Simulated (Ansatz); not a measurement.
Coordination and ¹⁴N quadrupole coupling in KMgH3N2

Cell: a COD entry whose atoms were relaxed with PBE, the cell held.

Space group Pnma (No. 62); a = 9.3497, b = 3.6631, c = 9.8901 Å.

| site | Wyckoff | site symmetry | x | y | z |
| --- | --- | --- | --- | --- | --- |
| K | 4c | .m. | 0.2263 | 0.7500 | 0.1624 |
| Mg | 4c | .m. | 0.0353 | 0.2500 | 0.3951 |
| H9 | 4c | .m. | 0.2347 | 0.7500 | 0.4530 |
| H13 | 8d | 1 | 0.4425 | 0.0322 | 0.3609 |
| N21 | 4c | .m. | 0.1248 | 0.7500 | 0.4548 |
| N25 | 4c | .m. | 0.4847 | 0.2500 | 0.3095 |

One atom of each set is listed.

Method: Kohn–Sham DFT in Ansatz, r2SCAN, plane waves and PAW, scalar-relativistic, 500 eV cutoff, Γ-centred 3×8×3 k-points, Fermi–Dirac smearing 0.02 eV.

Q(¹⁴N) = 20.44 mb.

Question: Order the N environments from the weakest to the strongest quadrupole coupling.
A. N21: 1 H at 1.03 Å, 3 Mg at 2.10–2.11 Å; also 3 K at 3.04–3.08 Å
B. N25: 2 H at 1.03 Å, 1 Mg at 2.08 Å; also 2 K at 2.92 Å

Answer: A (3.05 MHz, η = 0.02), B (3.69 MHz, η = 0.78).

At N21 V_zz points along its shortest bond, to H (within 1°). Like point charges on the first shell alone (each adding as 1/d³) would give the same order.

The largest force is 0.3 eV/Å, so the atoms aren't at the calculated equilibrium and relaxing them would move these values.
